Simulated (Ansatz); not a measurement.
IrW:
```
CELL_PARAMETERS angstrom
      3.15309     0.00000     0.00000
      0.00000     3.15309     0.00000
      0.00000     0.00000     3.15309
ATOMIC_POSITIONS crystal
  Ir 0.00000 0.00000 0.00000
  W  0.50000 0.50000 0.50000
```

Relaxed with PBE. Special points in fractions of this cell's reciprocal vectors: Γ (0.000, 0.000, 0.000); X (0.000, 0.500, 0.000); M (0.500, 0.500, 0.000); R (0.500, 0.500, 0.500).

Q: List the band energies nearest the Fermi level at these points for PBE with spin–orbit coupling in the plane-wave PAW code Ansatz.

A: In eV from the Fermi level; about four levels below and three above (degenerate sets whole), none deeper than 8.9 eV; points with the same levels are listed once.

| k | below | above |
|---|---|---|
| Γ | -3.30 -3.30 -3.30 -3.30 -2.59 -2.59 | 0.58 0.58 0.58 0.58 |
| X | -1.19 -1.19 -0.66 -0.66 | 0.20 0.20 1.26 1.26 |
| M | -0.23 -0.23 -0.21 -0.21 | 1.05 1.05 2.81 2.81 |
| R | -0.43 -0.43 -0.43 -0.43 | 3.05 3.05 3.05 3.05 |

Space group Pm-3m (CsCl type). The start of the workflow was typed in or built on a structure type; neither database checked (COD, Materials Project) lists it. COD files the formula under space group No. 51. Its standing as an ambient phase is unchecked. The cell was relaxed with PBE under the symmetry of its start; whether a distortion lowers the energy is not shown. No spin polarisation was allowed. Its formation energy is positive at this level, so the cell may be metastable or incomplete.

Potentials: the later of the program's two PAW sets.
